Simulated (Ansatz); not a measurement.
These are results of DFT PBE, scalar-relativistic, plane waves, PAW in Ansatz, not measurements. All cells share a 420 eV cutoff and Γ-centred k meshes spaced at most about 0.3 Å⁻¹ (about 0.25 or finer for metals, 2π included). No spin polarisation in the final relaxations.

All energies are static (0 K, no zero-point motion). All come from trial cells, and lower structures may exist.

Problem. These unrelaxed guesses for LaZrO3F are each relaxed within their symmetry. Order them by the energy at which they end, lowest first.
1.

```xyz
6
Lattice="5.1748 0.0000 0.0000 -2.5874 4.4815 0.0000 0.0000 0.0000 3.8047" Properties=species:S:1:pos:R:3 pbc="T T T"
La    0.0000    2.9877    0.0000
Zr    0.0000    0.0000    0.0000
O     1.2874    3.7310    1.9024
O    -1.2874    3.7310    1.9024
O     0.0000    1.5011    1.9024
F     2.5874    1.4938    0.0000
```

2.

```xyz
6
Lattice="4.9741 0.0000 0.0000 0.0000 4.0276 0.0000 -2.4157 0.0000 4.4420" Properties=species:S:1:pos:R:3 pbc="T T T"
La    1.2792    0.0000    2.2210
Zr    0.0000    2.0138    0.0000
O    -1.1885    0.0000    3.7192
O     3.7469    0.0000    0.7228
O     2.4871    2.0138    0.0000
F    -1.2079    2.0138    2.2210
```

Solution. 2 (ends in Pmmm, 0 meV/atom), 1 (ends in P-6m2, 143 meV/atom).

Cells relaxed within their symmetry can be saddle points. Some types were kept out of the candidates beforehand, so the set may lack a known form.
